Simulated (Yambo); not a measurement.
LiBH4 (space group Ama2, No. 40), G0W0@LDA in Yambo; all else as in the reference (2×4×4 Γ-centred k mesh, bands 3 to 177 and a 8 Ry block in the screening, 177 bands in G with the Bruneval-Gonze terminator, plasmon pole fitted at 27.2 eV). One parameter is varied: the cutoff of the exchange sum, over 5, 10, 20, 40, 76 Ry.

Problem. From which value on does the gap (0, 0, 0.25) → (0, -0.5, -0.5) stay within 0.05 eV of the largest setting?

Solution. From 10 Ry on.
```tsv
cutoff of the exchange sum (Ry)	G0W0 gap (eV)	valence shift (eV)
5	7.69	-1.50
10	7.87	-1.77
20	7.88	-1.81
40	7.88	-1.82
76	7.87	-1.82
```
The last step of the sweep still moves the gap by 1 meV; the other settings are held fixed.

Geometry of the Materials Project entry, not relaxed at this level; primitive cell a = 6.3952 Å, b = 3.9636 Å, c = 3.9636 Å, α = 90.54°, β = 90.00°, γ = 90.00°.

The structure is a Materials Project entry; no match was found in the copy of COD used, and its stability was not checked.

A shift is the quasiparticle energy of the state minus its LDA energy.
